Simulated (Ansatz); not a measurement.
BaZrS₃ in space group Pnma (No. 62; Ba on 4c, Zr on 4a, S on 4c, S on 8d), plane-wave PAW PBEsol (Ansatz code). The conduction-band minimum lies at Γ, with 1 equivalent valley. Second derivatives d²E/dk² of the lowest band at one valley (eV·Å²), along Cartesian directions:

| direction | d²E/dk² |
|---|---|
| [100] | 23.10 |
| [010] | 38.97 |
| [001] | 21.57 |
| [110] | 31.02 |
| [101] | 22.16 |
| [011] | 30.24 |

Task: Find the principal effective masses, the density-of-states mass and the conductivity mass.

Result: Off-diagonal terms follow from H_xy = H[110] − (H_xx + H_yy)/2, and m*/mₑ = 7.620 eV·Å² over each eigenvalue: 0.20, 0.33, 0.35. One valley's DOS mass (m₁m₂m₃)^(1/3) = 0.28, conductivity mass 3/(Σ 1/mᵢ) = 0.27 mₑ.

Task: What effective density of states Nc follows at 300 K for parabolic valleys?

Result: Nc = 2.509e19 × 1 × (0.28)^(3/2) ≈ 3.7e18 cm⁻³.

Symmetry was held in the PBEsol relaxation. The run is not spin-polarised. Spin–orbit coupling is left out wherever it is not named.

Potentials: the later of the program's two PAW sets.

Edges and masses are those of Kohn–Sham bands, whose gap is no quasiparticle gap.
